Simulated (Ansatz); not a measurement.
# Ga (dhcp): energy against volume

Theory: DFT, BLYP, plane waves (420 eV) with PAW, scalar-relativistic (Ansatz). (PAW data from PBE, frozen cores regenerated.)

The cell is scaled uniformly from the relaxed one, with fractional coordinates and shape fixed. Energies are extrapolated to zero smearing, pressures are those at the given smearing. Magnetic state: spin not included.

A Birch-Murnaghan fit gives V₀ = 21.66 Å³/atom, B₀ = 31 GPa, B₀′ = 4.9.

Question: What are the energy above the minimum and the pressure at 19.057 Å³/atom?

Answer: 38.5 meV/atom and 5.43 GPa as computed.

Question: What are the energy above the minimum and the pressure at 19.923 Å³/atom?

Answer: 15.7 meV/atom and 3.20 GPa as computed.

Question: What are the energy above the minimum and the pressure at 20.789 Å³/atom?

Answer: 3.6 meV/atom and 1.45 GPa as computed.
